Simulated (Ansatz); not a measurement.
KBr:
```xyz
2
Lattice="0.0000 3.3044 3.3044 3.3044 0.0000 3.3044 3.3044 3.3044 0.0000" Properties=species:S:1:pos:R:3 pbc="T T T"
K      0.0000     0.0000     0.0000
Br     3.3044     3.3044     3.3044
```

Tensor components refer to the Cartesian frame of this cell.

Q: Give the high-frequency dielectric tensor and the Born effective charge tensors of the independent atoms from DFPT, r²SCAN in the plane-wave PAW code Ansatz.

A: 
ε∞:
```
2.44  0.00  0.00
0.00  2.44  0.00
0.00  0.00  2.44
```
Z* of atom 1 (K), rows: field, columns: displacement, in e:
```
1.11  0.00  0.00
0.00  1.11  0.00
0.00  0.00  1.11
```
Z* of atom 2 (Br), rows: field, columns: displacement, in e:
```
-1.11   0.00   0.00
 0.00  -1.11   0.00
 0.00   0.00  -1.11
```

Static charges for comparison (Bader): K1 +0.84, Br2 -0.84 e. Born charges measure polarisation by displacement and can exceed these by far.

Space group Fm-3m (rock salt). Symmetry was held in the r²SCAN relaxation. Spin–orbit coupling is left out wherever it is not named.

Potentials: the later of the program's two PAW sets.
